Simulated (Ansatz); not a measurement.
AlCo (CsCl type)

```
AlCo
1.0
    2.85208     0.00000     0.00000
    0.00000     2.85208     0.00000
    0.00000     0.00000     2.85208
Al Co
1 1
Direct
  0.00000   0.00000   0.00000
  0.50000   0.50000   0.50000
```

Two-dimensional scan of atom 2 (Co, nearest neighbour Al at 2.470 Å; its periodic images, 2.9 Å or more away, move with it): u runs along (1.000, 0.000, 0.000), v along (0.000, 0.000, 1.000) (Cartesian). Cell and other atoms are fixed.

Level of theory: PBE (plane waves to 420 eV, PAW, scalar-relativistic; Ansatz, an electronic-structure program). k mesh 13×13×13 (Γ-centred), Fermi-Dirac smearing 0.05 eV. Energies are smeared free energies. Points where atoms come too close for the PAW data are left out (x in tables, blank in figures). With partly filled bands, energies and forces of such displacements shift with the k mesh and the smearing. AlCo is run without spin polarisation. AlCo was relaxed with its symmetry unable to fall. The zero of ΔE is the undisplaced structure. Axes are in Å.

Q: Give the computed ΔE (eV/cell) at all points of the grid u = -0.820, -0.547, -0.273, 0.000, 0.273, 0.547, 0.820 by v = -0.820, -0.547, -0.273, 0.000, 0.273, 0.547, 0.820.

A: ΔE (eV/cell), with u across and v down:

```tsv
v \ u	-0.820	-0.547	-0.273	0.000	0.273	0.547	0.820
-0.820	x	x	3.013	2.234	3.013	x	x
-0.547	x	3.067	1.576	1.062	1.576	3.067	x
-0.273	3.013	1.576	0.603	0.270	0.603	1.576	3.013
0.000	2.234	1.062	0.270	0.000	0.270	1.062	2.234
0.273	3.013	1.576	0.603	0.270	0.603	1.576	3.013
0.547	x	3.067	1.576	1.062	1.576	3.067	x
0.820	x	x	3.013	2.234	3.013	x	x
```

(For displaced atoms, the force is minus the slope of the energy, and its curvature is a force constant, which sets phonon frequencies.)
